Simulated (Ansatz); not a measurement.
LiC$_{6}$:
```xyz
7
Lattice="4.3094 0.0000 0.0000 -2.1547 3.7321 0.0000 0.0000 0.0000 3.6562" Properties=species:S:1:pos:R:3 pbc="T T T"
Li     0.0000     0.0000     0.0000
C     -0.7188     1.2450     1.8281
C     -1.4359     2.4870     1.8281
C      2.8718     0.0000     1.8281
C      1.4376     0.0000     1.8281
C      1.4359     2.4870     1.8281
C      0.7188     1.2450     1.8281
```

Relaxed with PBEsol. Special points in fractions of this cell's reciprocal vectors: Γ (0.000, 0.000, 0.000); M (0.500, 0.000, 0.000); K (0.333, 0.333, 0.000); A (0.000, 0.000, 0.500); L (0.500, 0.000, 0.500); H (0.333, 0.333, 0.500).

Q: List the band energies nearest the Fermi level at these points for plane-wave PAW PBEsol (Ansatz code).

A: In eV from the Fermi level; about four levels below and three above (degenerate sets whole), none deeper than 8.9 eV; points with the same levels are listed once.

```tsv
k	below	above
Γ	-1.38 -1.38 -1.03 -1.03	1.41 6.39 6.39
M	-7.61 -6.67 -6.22 -3.52	0.43 2.66 4.05
K	-6.98 -6.12 -5.56 -5.56	3.40 3.40 3.50
A	-2.78 -2.78 -2.02 -2.02	6.31 6.73 6.73
L	-7.57 -7.57 -4.81 -0.66	4.16 4.19 5.55
H	-7.03 -7.03 -6.95 -6.87	2.48 2.48 2.93
```

Space group P6/mmm. The first step of the workflow began from a Materials Project structure, measured or hypothetical; the Crystallography Open Database copy checked does not list it. Its standing as an ambient phase is unchecked. The cell was relaxed with PBEsol under the symmetry of its start; of distortions, only those at the zone centre were tested.

Potentials: the later of the program's two PAW sets.
